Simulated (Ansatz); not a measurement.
Total density of states per atom from DFT-r²SCAN in the program Ansatz with PAW potentials, in 0.25 eV bins, energy from the Fermi level:

```
E (eV) | states/eV/atom
    -7.85 | ####################### 0.88
    -7.60 | ####### 0.25
    -7.35 |  0.00
    -7.10 |  0.00
    -6.85 |  0.00
    -6.60 |  0.00
    -6.35 |  0.00
    -6.10 |  0.00
    -5.85 |  0.00
    -5.60 |  0.00
    -5.35 |  0.00
    -5.10 | ### 0.10
    -4.85 | ######## 0.32
    -4.60 | ############ 0.46
    -4.35 | ################### 0.72
    -4.10 | ############################## 1.14
    -3.85 | ############# 0.50
    -3.60 | ####### 0.26
    -3.35 | ######### 0.32
    -3.10 | ########### 0.40
    -2.85 | ############ 0.45
    -2.60 | ############# 0.51
    -2.35 | ################ 0.61
    -2.10 | ################### 0.73
    -1.85 | ################### 0.73
    -1.60 | ################### 0.73
    -1.35 | ################### 0.74
    -1.10 | #################### 0.75
    -0.85 | #################### 0.77
    -0.60 | ################### 0.72
    -0.35 | ################## 0.68
    -0.10 | ######### 0.34
     0.15 |  0.01
     0.40 | # 0.03
     0.65 | # 0.05
     0.90 | ## 0.06
     1.15 | ## 0.08
     1.40 | ### 0.10
     1.65 | ### 0.12
     1.90 | #### 0.15
     2.15 | ##### 0.18
     2.40 | ##### 0.21
     2.65 | ###### 0.25
     2.90 | ######## 0.30
     3.15 | ########## 0.39
     3.40 | ############# 0.51
     3.65 | ############# 0.50
     3.90 | ############## 0.54
     4.15 | ######### 0.33
     4.40 | #### 0.15
     4.65 | ## 0.09
```

Question: Which compound is it?
(A) ZrS, rock salt
(B) C, Fmmm (C on 8h)
(C) CdSe, rock salt
(D) YN, rock salt

Answer: C, CdSe, rock salt. Within 0.5 eV of the Fermi level: Se 4p 90 %. Projections are on Löwdin-orthogonalised atomic valence shells; empty p or d shells of many metals are not among them.

Space group Fm-3m (rock salt). This is a known high-pressure phase of the composition, computed here at zero pressure and temperature. The cell was relaxed with r²SCAN under the symmetry of its start; of distortions, only those at the zone centre were tested. Spin–orbit coupling is left out wherever it is not named.

Potentials: the later of the program's two PAW sets.
